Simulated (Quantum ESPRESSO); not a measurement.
pw.x input (Quantum ESPRESSO 7.5; PBE, PseudoDojo standard norm-conserving files, scalar-relativistic):

```
&CONTROL
  calculation = 'scf'
  pseudo_dir = './pseudo'
  outdir = './out'
  tprnfor = .true.
  tstress = .true.
/
&SYSTEM
  ibrav = 0
  nat = 6
  ntyp = 2
  ecutwfc = 80.0
  ecutrho = 320.0
  occupations = 'smearing'
  smearing = 'fd'
  degauss = 0.002
  nbnd = 31
/
&ELECTRONS
  conv_thr = 6e-10
/
ATOMIC_SPECIES
S 32.0600 S.upf
Mo 95.9500 Mo.upf
CELL_PARAMETERS angstrom
  3.156344992605   0.000000000000   0.000000000000
 -1.578172496303   2.733474946704   0.000000000000
  0.000000000000   0.000000000000  12.117569043000
ATOMIC_POSITIONS crystal
S   0.333333333000   0.666666667000   0.378959832400
S   0.666666666333   0.333333333667   0.621040167600
S   0.666666666333   0.333333333667   0.878959832400
S   0.333333333000   0.666666667000   0.121040167600
Mo   0.000000000000   0.000000000333   0.250000000000
Mo   0.000000000000   0.000000000333   0.750000000000
K_POINTS automatic
9 9 2 0 0 0
```

End of the output:

```
     total energy              =    -369.52157652 Ry
     estimated scf accuracy    <       0.00000011 Ry
     total energy              =    -369.52157657 Ry
     estimated scf accuracy    <       0.00000004 Ry
     total energy              =    -369.52157657 Ry
     estimated scf accuracy    <          1.5E-09 Ry
[...]
     the Fermi energy is    11.9259 ev
!    total energy              =    -369.52157657 Ry
     estimated scf accuracy    <          1.4E-10 Ry
     smearing contrib. (-TS)   =      -0.00000000 Ry
     internal energy E=F+TS    =    -369.52157657 Ry
     The total energy is F=E-TS. E is the sum of the following terms:
     one-electron contribution =    -161.27087489 Ry
     hartree contribution      =     103.74598239 Ry
     xc contribution           =     -66.55004873 Ry
     ewald contribution        =    -245.44663534 Ry
     convergence has been achieved in  12 iterations
     Forces acting on atoms (cartesian axes, Ry/au):
     atom    1 type  1   force =    -0.00000000   -0.00000000   -0.00024195
     atom    2 type  1   force =     0.00000000    0.00000000    0.00024195
     atom    3 type  1   force =     0.00000000    0.00000000   -0.00024195
     atom    4 type  1   force =     0.00000000    0.00000000    0.00024195
     atom    5 type  2   force =     0.00000000    0.00000000    0.00000000
     atom    6 type  2   force =     0.00000000    0.00000000   -0.00000000
     Total force =     0.000484     Total SCF correction =     0.000018
     Computing stress (Cartesian axis) and pressure
          total   stress  (Ry/bohr**3)                   (kbar)     P=       41.01
   0.00027786   0.00000000   0.00000000           40.87        0.00        0.00
   0.00000000   0.00027786   0.00000000            0.00       40.87        0.00
   0.00000000   0.00000000   0.00028059            0.00        0.00       41.28
```
In a gapped system the printed Fermi energy is only some level inside the gap.

Spin-orbit coupling is not included.

Geometry relaxed with PBE+D3(BJ).
